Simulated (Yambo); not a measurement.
G0W0@LDA for NaAlS₂O₈ (space group C2/m, No. 12) in Yambo. Reference settings: 2×2×2 Γ-centred k mesh, bands 2 to 222 and a 7 Ry block in the screening, 222 bands in G with the Bruneval-Gonze terminator, plasmon pole fitted at 27.2 eV. The LDA gap (-0.5, -0.5, 0) → Γ on this mesh is 5.40 eV; G0W0 gaps are taken between the same points.

The settings were changed. The gap went from 8.56 eV to 8.93 eV, and the shift of the valence edge from -1.60 eV to -1.65 eV.

Problem. Name the change that produced these shifts.
A. 91 bands in W, 91 bands in G, 3 Ry block
B. 63 bands in W, 63 bands in G, 3 Ry block
C. 2×2×1 mesh
D. 63 bands in W, 63 bands in G, 2 Ry block

Solution. A, 91 bands in W, 91 bands in G, 3 Ry block. The others gave (gap, valence shift): 2×2×1 mesh: 8.53, -1.54 eV; 63 bands in W, 63 bands in G, 2 Ry block: 9.79, -2.15 eV; 63 bands in W, 63 bands in G, 3 Ry block: 9.42, -1.76 eV.

Geometry of the Materials Project entry, not relaxed at this level; primitive cell a = 4.711 Å, b = 4.711 Å, c = 7.309 Å, α = 92.54°, β = 92.54°, γ = 65.06°.

The structure is a Materials Project entry; no match was found in the copy of COD used, and its stability was not checked.

A shift is the quasiparticle energy of the state minus its LDA energy.
